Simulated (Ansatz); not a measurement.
Relaxed Hf (hcp, Mg type):

```xyz
4
Lattice="6.3957 0.0000 0.0000 -1.5989 2.7694 0.0000 0.0000 0.0000 5.0474" Properties=species:S:1:pos:R:3 pbc="T T T"
Hf     0.0000     1.8463     3.7856
Hf     3.1978     1.8463     3.7856
Hf     1.5989     0.9231     1.2619
Hf     4.7968     0.9231     1.2619
```

The atoms are displaced by Q × the pattern below (from a DFPT mode at M = (0.5, 0.0, 0.0), largest move 1; Q in Å), at fixed cell. (q is in reciprocal vectors of the primitive cell; the cell shown is doubled to hold the pattern.)

| atom | x | y | z |
|---|---|---|---|
| Hf1 | -0.866 | -0.500 | 0.000 |
| Hf2 | 0.866 | 0.500 | 0.000 |
| Hf3 | -0.866 | -0.500 | 0.000 |
| Hf4 | 0.866 | 0.500 | 0.000 |

Method: r2SCAN (plane waves to 500 eV, PAW, scalar-relativistic; Ansatz, a program for electronic structure). k mesh 17×17×9 (Γ-centred), Fermi-Dirac smearing 0.05 eV. E stands for the smeared free energy. With partly filled bands, energies and forces of such displacements shift with the k mesh and the smearing. Hf is run without spin polarisation. Hf was relaxed with its symmetry unable to fall. Spin-orbit coupling is left out, though Hf is heavy. The PAW data are Ansatz's earlier set. The zero of ΔE is the undisplaced structure. The last digit holds for this mesh only.

```
Q (Å)   ΔE (meV/cell)
------  -------------
-0.180          767.2
-0.150          536.8
-0.120       withheld
-0.090          202.3
-0.060           92.3
-0.030           23.4
0.000             0.0
0.030            23.4
0.060            92.3
0.090           202.3
0.120        withheld
0.150           536.8
0.180           767.2
```

Q: Fit an even polynomial form (powers 2, 4, 6) to the given rows and predict ΔE at Q = -0.120.

A: Least squares on the 11 given rows: ΔE = (26100)·Q² + (-156600)·Q⁴ + (2528000)·Q⁶, in meV/cell with Q in Å; root-mean-square residual 0.13 meV/cell. At -0.120 the fit gives 350.9 meV/cell; the calculation gives 349.8 meV/cell, so the interpolation is off by 1.1 (+0.3 %). The quadratic term alone would give 375.8 meV/cell.

(A displaced cell: forces are minus the slopes of the energy, force constants its curvatures, and phonons follow from these.)
